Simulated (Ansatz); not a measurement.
ScNiN2:
```cif
data_N2NiSc
_chemical_formula_sum 'Sc1 Ni1 N2'
_space_group_name_H-M_alt 'P 1'
_space_group_IT_number 1
_cell_length_a 5.90874
_cell_length_b 5.90874
_cell_length_c 5.90874
_cell_angle_alpha 32.735
_cell_angle_beta 32.735
_cell_angle_gamma 32.735
loop_
_space_group_symop_operation_xyz
  'x, y, z'
loop_
_atom_site_label
_atom_site_type_symbol
_atom_site_fract_x
_atom_site_fract_y
_atom_site_fract_z
_atom_site_occupancy
Sc1 Sc 0.50000 0.50000 0.50000 1
Ni1 Ni 0.00000 0.00000 0.00000 1
N1 N 0.89702 0.89702 0.89702 1
N2 N 0.10298 0.10298 0.10298 1
```
The run is spin-polarised; directions of the spins, atom by atom: 0 ↑ ↑ ↑.

This is the PBE-relaxed structure.

**Question.** All from the program Ansatz at the PBE level (PAW), unless another level is named. Estimate the electronic character.

**Answer.** metallic (no gap).

**Question.** What about the formation energy from the elements (no fitted shifts)?

**Answer.** -0.21 eV/atom.

**Question.** And the density of states at the Fermi level?

**Answer.** 1.00 states/eV per atom (mean over ±0.08 eV).

Space group R-3m. The start of the workflow was typed in or built on a structure type; neither database checked (COD, Materials Project) lists it. Its standing as an ambient phase is unchecked. The PBE relaxation kept the symmetry of its start; its stability against distortions is not shown here. Spin order of the final state: ferromagnetic, the only order run, not a proven ground state. No Hubbard U is applied. The references are the lowest solids computed at this level, not always the standard phases (solids in place of the gases).

Potentials: the later of the program's two PAW sets.
